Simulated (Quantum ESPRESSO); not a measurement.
# Kohn-Sham bands of CdSe (zinc blende)

```
CdSe
1.0
    0.00000     3.07027     3.07027
    3.07027     0.00000     3.07027
    3.07027     3.07027     0.00000
Cd Se
1 1
Direct
  0.00000   0.00000   0.00000
  0.25000   0.25000   0.25000
```

Materials Project entry mp-2691; symmetrised, unrelaxed at this level. Not found in the COD (Crystallography Open Database) copy used, which has the formula in other groups; not checked further. Level: PBEsol, spinors with spin-orbit coupling; pw.x of Quantum ESPRESSO at 82 Ry with PseudoDojo potentials, 6×6×6 k-points, Wannier90. Density: 10×10×10 mesh, Gaussian smearing 0.01 Ry.

Energies are relative to the valence-band maximum; weights are on the orthonormalised atomic waves of the pseudopotential files, averaged over the group. 36 electrons a cell are treated as valence.

```json
[
 {"bands": "1–2", "from (eV)": "-101.56", "to (eV)": "-101.56", "filling": "filled", "weight on atomic waves": "…"},
 {"bands": "3–4", "from (eV)": "-66.72", "to (eV)": "-66.72", "filling": "filled", "weight on atomic waves": "…"},
 {"bands": "5–8", "from (eV)": "-60.88", "to (eV)": "-60.88", "filling": "filled", "weight on atomic waves": "…"},
 {"bands": "9–12", "from (eV)": "-47.34", "to (eV)": "-47.34", "filling": "filled", "weight on atomic waves": "…"},
 {"bands": "13–18", "from (eV)": "-46.44", "to (eV)": "-46.44", "filling": "filled", "weight on atomic waves": "…"},
 {"bands": "19–20", "from (eV)": "-12.59", "to (eV)": "-12.12", "filling": "filled", "weight on atomic waves": "…"},
 {"bands": "21–30", "from (eV)": "-8.23", "to (eV)": "-6.94", "filling": "filled", "weight on atomic waves": "…"},
 {"bands": "31–36", "from (eV)": "-4.40", "to (eV)": "0.00", "filling": "filled", "weight on atomic waves": "…"}
]
```

Task: Which atomic shells make up each group?

Result: 
- 1–2, weight on atomic waves: Cd 4s 100 %
- 3–4, weight on atomic waves: Cd 4p 100 %
- 5–8, weight on atomic waves: Cd 4p 100 %
- 9–12, weight on atomic waves: Se 3d 100 %
- 13–18, weight on atomic waves: Se 3d 100 %
- 19–20, weight on atomic waves: Se 4s 86 %, Cd 5s 7 %, Cd 4d 6 %
- 21–30, weight on atomic waves: Cd 4d 96 %
- 31–36, weight on atomic waves: Se 4p 81 %, Cd 5s 11 %

The Kohn-Sham gap over both meshes and the path is 0.31 eV.
